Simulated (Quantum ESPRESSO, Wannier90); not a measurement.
# Wannier functions of SiO$_{2}$ (P3₂21)

```
begin unit_cell_cart
ang
    4.9165600610    0.0000000000    0.0000000000
   -2.4582800305    4.2578659120    0.0000000000
    0.0000000000    0.0000000000    5.4316300000
end unit_cell_cart
begin atoms_frac
Si   0.0000000000  0.4688000000  0.3333333333
Si  -0.4688000000 -0.4688000000  0.0000000000
Si   0.4688000000  0.0000000000 -0.3333333333
O    0.1445400000 -0.2685600000 -0.4521800000
O    0.2685600000  0.4131000000  0.2144866667
O   -0.4131000000 -0.1445400000 -0.1188466667
O   -0.2685600000  0.1445400000  0.4521800000
O    0.4131000000  0.2685600000 -0.2144866667
O   -0.1445400000 -0.4131000000  0.1188466667
end atoms_frac
```

Cell from Materials Project (mp-6930), symmetrised, no further relaxation. COD (Crystallography Open Database) has the formula in 34 space groups, this one among them (matched by group alone). Computed values, not measurements, from PBEsol: Quantum ESPRESSO (norm-conserving PseudoDojo potentials, cutoff 68 Ry, no spin polarisation, no spin-orbit coupling) on a Γ-centred 6×6×4 mesh, then Wannier90. Density: 12×12×6 mesh, cold smearing 0.01 Ry.

Bands 13-24 form an isolated set from -3.29 to 0.00 eV relative to the valence-band maximum (on the path) and are turned into 12 Wannier functions by minimising the spread from the start: SCDM (isolated).

Centres (Cartesian, Å; one of the equivalent choices) and spreads:

```
n        x       y       z  spread (Å²)  nearest atom
--  ------  ------  ------  -----------  ------------
1    0.236  -1.801   0.687        1.334            O9
2   -1.677   0.696   2.498        1.334            O7
3    1.441   1.104  -1.123        1.334            O8
4    0.236   1.801   1.124        1.335            O5
5    1.442  -1.105  -2.497        1.335            O4
6   -1.678  -0.696  -0.687        1.335            O6
7    1.423   1.151  -1.127        1.216            O8
8   -1.708   0.657   2.494        1.216            O7
9    0.285  -1.808   0.683        1.216            O9
10   1.422  -1.151  -2.494        1.214            O4
11  -1.707  -0.656  -0.683        1.214            O6
12   0.285   1.807   1.127        1.214            O5
```

Ω_I = 15.05 Å², Ω_total = 15.30 Å²; the interpolated bands follow pw.x to 0.2 meV rms on the path. Only this start was tried; a symmetric start can stop on a saddle, and mixtures of these functions could lower the total by at most Ω_total − Ω_I.
